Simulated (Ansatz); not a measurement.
NiSb:
```xyz
2
Lattice="3.2345 0.0000 0.0000 0.0000 3.2345 0.0000 0.0000 0.0000 3.2345" Properties=species:S:1:pos:R:3 pbc="T T T"
Ni     0.0000     0.0000     0.0000
Sb     1.6173     1.6173     1.6173
```

Relaxed with r²SCAN. Special points in fractions of this cell's reciprocal vectors: Γ (0.000, 0.000, 0.000); X (0.000, 0.500, 0.000); M (0.500, 0.500, 0.000); R (0.500, 0.500, 0.500).

### Question
List the band energies nearest the Fermi level at these points for plane-wave PAW r²SCAN (Ansatz code).

### Answer
In eV from the Fermi level; about four levels below and three above (degenerate sets whole), none deeper than 8.9 eV; points with the same levels are listed once.

| k | below | above |
|---|---|---|
| Γ | -2.52 -2.52 -1.38 -1.38 -1.38 | 0.93 0.93 0.93 |
| X | -2.26 -2.26 -1.37 -1.00 | 4.78 4.78 7.79 |
| M | -1.71 -1.71 -1.07 -0.56 | 0.38 5.28 10.27 10.27 |
| R | -4.88 -4.88 -4.88 -1.05 -1.05 | 1.18 1.18 1.18 |

Space group Pm-3m (CsCl type). A made-up cell: these elements were put on the sites of a structure type; neither database checked (COD, Materials Project) lists it. COD files the formula under space group No. 194. Its standing as an ambient phase is unchecked. The r²SCAN relaxation kept the symmetry of its start; its stability against distortions is not shown here. The workflow began spin-polarised and lost its moments. The cell computed holds one magnetic atom, so no antiferromagnetic order was within reach. Spin–orbit coupling is left out wherever it is not named.

Potentials: the earlier of the program's two PAW sets. The files were generated under PBE; for other functionals the program regenerates the frozen cores, and for LDA and PBEsol the local potential too.
